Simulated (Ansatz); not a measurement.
## Generalised stacking-fault energy along a line for KBr (rock salt)

KBr (rock salt) is sheared across one {110} plane: the third cell vector gains the shift, so faults repeat every 7.0 Å. The cut lies between planes 2.34 Å apart; the cell height is held.

```xyz
6
Lattice="4.6727 0.0000 0.0000 0.0000 6.6082 0.0000 2.3364 3.3041 7.0091" Properties=species:S:1:pos:R:3 pbc="T T T"
Br     1.9470     2.7534     5.8409
Br     1.9470     2.7534     1.1682
Br     4.2833     6.0575     3.5045
K      1.9470     6.0575     5.8409
K      1.9470     6.0575     1.1682
K      4.2833     2.7534     3.5045
```

In-plane vectors a = (4.673, 0.000) Å, b = (0.000, 6.608) Å, area 30.88 Å². The shift is s times the vector b (length 6.608 Å), so s = 1 restores the start. The shift is rigid: no atom relaxes. γ = [E(shift) − E(0)] / area.

The numbers are results of r2SCAN (plane waves to 500 eV, PAW, scalar-relativistic; Ansatz, a quantum-chemistry and plane-wave program), not measurements. k mesh 6×6×6 (Γ-centred), Fermi-Dirac smearing 0.05 eV. Energies are extrapolated to zero smearing. Compression counts positive. Faults lie only 7.0 Å apart, and holding the cell height and the atoms raises γ above its relaxed value. KBr was relaxed with its symmetry unable to fall. The zero of γ is zero shift.

| s | γ·area (meV/cell) | σ normal to the fault (GPa) |
|---|---|---|
| 0.000 | 0 | 0.0 |
| 0.083 | 84 | -0.1 |
| 0.167 | 360 | -0.4 |
| 0.250 | 848 | -0.2 |
| 0.333 | 1473 | 0.4 |
| 0.417 | 2039 | 1.3 |
| 0.500 | 2276 | 1.8 |
| 0.583 | 2039 | 1.3 |
| 0.667 | 1473 | 0.4 |
| 0.750 | 848 | -0.2 |
| 0.833 | 360 | -0.4 |
| 0.917 | 84 | -0.1 |

What the scan shows:

```
Item                                                                            Result
------------------------------------------------------------  ------------------------
Highest computed γ on the line                                              1181 mJ/m²
Position of the highest point                                                s = 0.500
Local minima between the ends                                 no computed point is one
Steepest slope dγ/d(shift) before the first maximum (spline)                   6.0 GPa
```

(The slope of γ gives the shear force per area between the displaced halves; near zero shift its curvature is an elastic stiffness.)
